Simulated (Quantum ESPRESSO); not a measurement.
# NMR parameters of KMgF$_{3}$

```xyz
5
Lattice="3.9785 0.0000 0.0000 0.0000 3.9785 0.0000 0.0000 0.0000 3.9785" Properties=species:S:1:pos:R:3 pbc="T T T"
K      1.9892     1.9892     1.9892
Mg     0.0000     0.0000     0.0000
F      0.0000     1.9892     0.0000
F      1.9892     0.0000     0.0000
F      0.0000     0.0000     1.9892
```
The geometry is a computed Materials Project entry, not a measured one. It is KMgF3 in Pm-3m; whether this form has been observed was not checked. Stability against distortions was not tested.

These are absolute shieldings with no macroscopic susceptibility term; δ = σ_ref − σ needs a reference computed alike. By our sweeps, such settings leave a few ppm in absolute σ. No d partial waves on Mg: the paramagnetic term there is incompletely reconstructed. Static lattice: thermal averaging is not included.

Ω = σ33 − σ11 of the symmetric part; where symmetry doesn't make it nil, it is less certain than σ_iso.

Question: What do the calculations give at each independent site (shieldings by GIPAW with PBE in a modified build of Quantum ESPRESSO, on JTH PAW datasets, 22.5 Ha, k-mesh 4×4×4 shifted, f-sum rule met within 0.001 %)?

Answer: 
```tsv
site	site symmetry	σ_iso (ppm)	span Ω (ppm)
K (atom 1)	m-3m	1180	0
Mg (atom 2)	m-3m	555	0
F (atoms 3, 4, 5)	4/mmm	332	4
```
